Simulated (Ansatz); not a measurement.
Cu₂F₃: relaxation (Ansatz)

The input file (Ansatz 0.2.0, plane waves):

```yaml
crystal:
  lattice:
    - [3.42624986, 2.58919111, 2.84897522]
    - [3.42624986, -2.58919111, 2.84897522]
    - [4.10185078, 2.58919111, -2.84897522]
  atoms:
    - { symbol: F, position: [0.49, 0.562, 0.762] }
    - { symbol: F, position: [0.2, 0.248, 0.738] }
    - { symbol: F, position: [0.51, 0.438, 0.238] }
    - { symbol: F, position: [0.8, 0.752, 0.262] }
    - { symbol: Cu, position: [0.3073, 0.3359, 0.0466] }
    - { symbol: Cu, position: [0.7107, 0.1461, 0.4534] }
    - { symbol: Cu, position: [0.6927, 0.6641, 0.9534] }
    - { symbol: Cu, position: [0.2893, 0.8539, 0.5466] }
    - { symbol: F, position: [0.183, 0.067, 0.25] }
    - { symbol: F, position: [0.817, 0.933, 0.75] }
  symmetry: { tolerance: 0.0003 }
kpoints:
  mp_grid: { grid: [5, 5, 5], shift: [0, 0, 0] }
magnetization:
  spin_polarized: false
scf:
  occupations: { method: fermi_dirac, width: 0.0946 }
  lower_state_search: "off"
hamiltonian:
  pseudopotentials: { kind: paw }
  xc: r2scan
basis:
  ecutwfc: 500
  fft_grid_basis: typed
relax:
  max_steps: 40
  cell: { p_target: 0.0 }
output:
  forces: true
  stress: true
  eigenvalues: true
  bader: true
  populations: true
  elf: true
  write_potential: true
  volumetric_format: npy
  dos:
    e_range: [-12, 8]
    de: 0.05
    projected: { site_lists: { Cu: [Cu], F: [F] } }
  write_density: true
checkpoint:
  read: saved_state
```

Run with:

```bash
ansatz run input.yaml --threads 2 --pin off --max-ram 2560MiB --backend cpu --events-out ev --progress --plain --runs-dir out
```

Origin of the cell: a known structure type with other elements, at an estimated volume, so it need not be a known compound.

The saved state is a converged single point of the same cell.

Steps («new basis» is an SCF on plane waves selected anew at the same cell):

```
step  ΔF (meV/atom)  max force component (eV/Å)  P (GPa)  volume (Å³)  SCF iterations   step was
   1            0.0                       0.435     4.75       111.06               8   accepted
   2           -7.0                       0.307     2.48       113.05               9   accepted
   3          -11.9                       0.051    -0.10       115.55              10   accepted
   4          -12.1                       0.031    -0.08       115.50              10   accepted
   5          -12.2                       0.003     0.01       115.36              10   accepted
   6          -12.2                       0.002     0.00       115.37              11   accepted
   7          -12.2                       0.002    -0.01       115.37              11   accepted
   8          -12.2                       0.003    -0.01       115.37              11   accepted
   9          -12.3                       0.027     0.02       115.29              12   accepted
  10          -12.9                       0.066    -0.05       115.28              11   accepted
  11          -14.5                       0.090    -0.12       115.11               9   accepted
  12          -16.6                       0.095     0.27       114.94               8   accepted
  13          -17.8                       0.224    -0.48       116.83               9   accepted
  14          -20.6                       0.050     0.03       117.31              10   accepted
  15          -20.7                       0.014    -0.01       117.41               9   accepted
  16          -16.4                       0.106    -0.78       117.26              12   rejected
  17          -20.8                       0.002     0.04       117.48              12   accepted
  18          -21.4                       0.002     0.02       117.48               9  new basis
```

Step 1, with forces in eV/Å:

```xyz
10
Lattice="3.426 2.589 2.849 3.426 -2.589 2.849 4.102 2.589 -2.849" Properties=species:S:1:pos:R:3:forces:R:3 pbc="T T T" step=1
F     6.730    1.787    0.826   -0.165   -0.080    0.090
F     4.562    1.787   -0.826    0.165   -0.080   -0.090
F     4.224    0.803    2.023    0.165    0.080   -0.090
F     6.392    0.803    3.675   -0.165    0.080    0.090
Cu    2.395    0.047    1.700    0.053   -0.435    0.110
Cu    4.795    2.636    1.149   -0.053   -0.435   -0.110
Cu    8.559    2.543    1.149   -0.053    0.435   -0.110
Cu    6.159   -0.047    1.700    0.053    0.435    0.110
F     1.882    0.948    0.000    0.000   -0.124    0.000
F     9.072    1.642    2.849    0.000    0.124    0.000
```

Step 2, with forces in eV/Å:

```xyz
10
Lattice="3.462 2.605 2.865 3.462 -2.605 2.865 4.132 2.605 -2.849" Properties=species:S:1:pos:R:3:forces:R:3 pbc="T T T" step=2
F     6.786    1.807    0.857   -0.130   -0.039    0.061
F     4.604    1.807   -0.834    0.130   -0.039   -0.061
F     4.269    0.798    2.023    0.130    0.039   -0.061
F     6.451    0.798    3.714   -0.130    0.039    0.061
Cu    2.424    0.036    1.716    0.039   -0.307    0.088
Cu    4.834    2.641    1.156   -0.039   -0.307   -0.088
Cu    8.631    2.568    1.164   -0.039    0.307   -0.088
Cu    6.221   -0.036    1.723    0.039    0.307    0.088
F     1.898    0.944    0.004    0.000   -0.071    0.000
F     9.157    1.661    2.876    0.000    0.071    0.000
```

Step 3, with forces in eV/Å:

```xyz
10
Lattice="3.518 2.630 2.875 3.518 -2.630 2.875 4.175 2.630 -2.831" Properties=species:S:1:pos:R:3:forces:R:3 pbc="T T T" step=3
F     6.862    1.849    0.916   -0.030    0.003    0.003
F     4.679    1.849   -0.850    0.030    0.003   -0.003
F     4.351    0.782    2.003    0.030   -0.003   -0.003
F     6.533    0.782    3.769   -0.030   -0.003    0.003
Cu    2.480    0.011    1.736    0.002   -0.051    0.010
Cu    4.886    2.641    1.161   -0.002   -0.051   -0.010
Cu    8.733    2.619    1.184   -0.002    0.051   -0.010
Cu    6.326   -0.011    1.758    0.002    0.051    0.010
F     1.923    0.937    0.011    0.000    0.002    0.000
F     9.289    1.693    2.909    0.000   -0.002    0.000
```

Step 4, with forces in eV/Å:

```xyz
10
Lattice="3.520 2.642 2.857 3.520 -2.642 2.857 4.181 2.642 -2.817" Properties=species:S:1:pos:R:3:forces:R:3 pbc="T T T" step=4
F     6.865    1.849    0.917   -0.019    0.001    0.002
F     4.685    1.849   -0.858    0.019    0.001   -0.002
F     4.355    0.793    1.979    0.019   -0.001   -0.002
F     6.535    0.793    3.754   -0.019   -0.001    0.002
Cu    2.485    0.005    1.722   -0.003   -0.031    0.006
Cu    4.885    2.647    1.154    0.003   -0.031   -0.006
Cu    8.735    2.637    1.174    0.003    0.031   -0.006
Cu    6.335   -0.005    1.742   -0.003    0.031    0.006
F     1.925    0.965    0.010    0.000   -0.001    0.000
F     9.295    1.677    2.886    0.000    0.001    0.000
```

Step 9, with forces in eV/Å:

```xyz
10
Lattice="3.501 2.683 2.891 3.501 -2.683 2.891 4.086 2.683 -2.763" Properties=species:S:1:pos:R:3:forces:R:3 pbc="T T T" step=9
F     6.763    1.888    1.030   -0.010   -0.005    0.027
F     4.617    1.888   -0.838    0.010   -0.005   -0.027
F     4.325    0.795    1.989    0.010    0.005   -0.027
F     6.471    0.795    3.856   -0.010    0.005    0.027
Cu    2.479    0.004    1.723   -0.017   -0.010    0.011
Cu    4.815    2.688    1.231    0.017   -0.010   -0.011
Cu    8.609    2.679    1.295    0.017    0.010   -0.011
Cu    6.273   -0.004    1.787   -0.017    0.010    0.011
F     1.897    1.014    0.032    0.000    0.025    0.000
F     9.192    1.669    2.986    0.000   -0.025    0.000
```

Step 10, with forces in eV/Å:

```xyz
10
Lattice="3.472 2.730 2.925 3.472 -2.730 2.925 3.988 2.730 -2.721" Properties=species:S:1:pos:R:3:forces:R:3 pbc="T T T" step=10
F     6.651    1.926    1.146   -0.030   -0.016    0.066
F     4.539    1.926   -0.841    0.030   -0.016   -0.066
F     4.282    0.805    1.982    0.030    0.016   -0.066
F     6.393    0.805    3.969   -0.030    0.016    0.066
Cu    2.465    0.007    1.720   -0.047   -0.027    0.006
Cu    4.737    2.737    1.307    0.047   -0.027   -0.006
Cu    8.467    2.724    1.409    0.047    0.027   -0.006
Cu    6.195   -0.007    1.821   -0.047    0.027    0.006
F     1.865    1.083    0.051    0.000    0.053    0.000
F     9.067    1.648    3.078    0.000   -0.053    0.000
```

Step 11, with forces in eV/Å:

```xyz
10
Lattice="3.454 2.770 2.935 3.454 -2.770 2.935 3.924 2.770 -2.681" Properties=species:S:1:pos:R:3:forces:R:3 pbc="T T T" step=11
F     6.580    1.943    1.252   -0.036    0.000    0.090
F     4.486    1.943   -0.871    0.036    0.000   -0.090
F     4.251    0.827    1.937    0.036    0.000   -0.090
F     6.345    0.827    4.059   -0.036    0.000    0.090
Cu    2.457    0.002    1.697   -0.071   -0.032    0.008
Cu    4.686    2.773    1.364    0.071   -0.032   -0.008
Cu    8.374    2.768    1.491    0.071    0.032   -0.008
Cu    6.146   -0.002    1.824   -0.071    0.032    0.008
F     1.844    1.177    0.063    0.000    0.060    0.000
F     8.987    1.594    3.125    0.000   -0.060    0.000
```

Step 12, with forces in eV/Å:

```xyz
10
Lattice="3.439 2.773 2.958 3.439 -2.773 2.958 3.888 2.773 -2.682" Properties=species:S:1:pos:R:3:forces:R:3 pbc="T T T" step=12
F     6.538    1.952    1.325   -0.022    0.011    0.075
F     4.453    1.952   -0.911    0.022    0.011   -0.075
F     4.229    0.821    1.908    0.022   -0.011   -0.075
F     6.314    0.821    4.145   -0.022   -0.011    0.075
Cu    2.444   -0.001    1.689   -0.072    0.002    0.041
Cu    4.659    2.772    1.407    0.072    0.002   -0.041
Cu    8.323    2.774    1.545    0.072   -0.002   -0.041
Cu    6.108    0.001    1.827   -0.072   -0.002    0.041
F     1.832    1.207    0.069    0.000    0.095    0.000
F     8.935    1.566    3.165    0.000   -0.095    0.000
```

Step 13, with forces in eV/Å:

```xyz
10
Lattice="3.443 2.778 2.977 3.443 -2.778 2.977 3.913 2.778 -2.724" Properties=species:S:1:pos:R:3:forces:R:3 pbc="T T T" step=13
F     6.574    1.952    1.510    0.057    0.139   -0.017
F     4.460    1.952   -1.131   -0.057    0.139    0.017
F     4.225    0.826    1.719   -0.057   -0.139    0.017
F     6.339    0.826    4.360    0.057   -0.139   -0.017
Cu    2.432   -0.028    1.642   -0.035    0.224    0.026
Cu    4.689    2.750    1.460    0.035    0.224   -0.026
Cu    8.367    2.806    1.587    0.035   -0.224   -0.026
Cu    6.110    0.028    1.769   -0.035   -0.224    0.026
F     1.839    1.380    0.063    0.000   -0.097    0.000
F     8.960    1.398    3.166    0.000    0.097    0.000
```

Step 14, with forces in eV/Å:

```xyz
10
Lattice="3.402 2.750 3.018 3.402 -2.750 3.018 3.900 2.750 -2.811" Properties=species:S:1:pos:R:3:forces:R:3 pbc="T T T" step=14
F     6.521    1.943    1.430   -0.023   -0.027   -0.006
F     4.430    1.943   -1.118    0.023   -0.027    0.006
F     4.181    0.807    1.796    0.023    0.027    0.006
F     6.272    0.807    4.344   -0.023    0.027   -0.006
Cu    2.384    0.008    1.716    0.013   -0.050   -0.015
Cu    4.668    2.758    1.406   -0.013   -0.050    0.015
Cu    8.318    2.741    1.510   -0.013    0.050    0.015
Cu    6.035   -0.008    1.820    0.013    0.050   -0.015
F     1.825    1.294    0.052    0.000   -0.048    0.000
F     8.878    1.456    3.174    0.000    0.048    0.000
```

Step 18, with forces in eV/Å:

```xyz
10
Lattice="3.392 2.735 3.027 3.392 -2.735 3.027 3.908 2.735 -2.844" Properties=species:S:1:pos:R:3:forces:R:3 pbc="T T T" step=18
F     6.515    1.917    1.380    0.002    0.001   -0.002
F     4.434    1.917   -1.104   -0.002    0.001    0.002
F     4.176    0.819    1.832   -0.002   -0.001    0.002
F     6.257    0.819    4.315    0.002   -0.001   -0.002
Cu    2.379    0.011    1.744    0.002    0.001    0.001
Cu    4.663    2.746    1.376   -0.002    0.001   -0.001
Cu    8.313    2.725    1.468   -0.002   -0.001   -0.001
Cu    6.028   -0.011    1.836    0.002   -0.001    0.001
F     1.825    1.263    0.046    0.000   -0.001    0.000
F     8.866    1.472    3.165    0.000    0.001    0.000
```

- Free energy lowered by: 21.4 meV/atom
- Volume change: 5.78 %
- Final pressure: 0.02 GPa
- Relaxation steps listed: 18
- Formation energy (elements under the same functional, gases as molecules, uncorrected): -1.482 eV/atom

Caveats: no moments, though an odd count or open d shells may carry them; the k mesh is coarse if the cell is a metal; the relaxation held the start's symmetry, so the end may be a saddle point.

It ran for 9.6 min on 2 threads of Arm Neoverse V1, with other jobs on the host, peak memory 0.93 GiB, from a saved density.
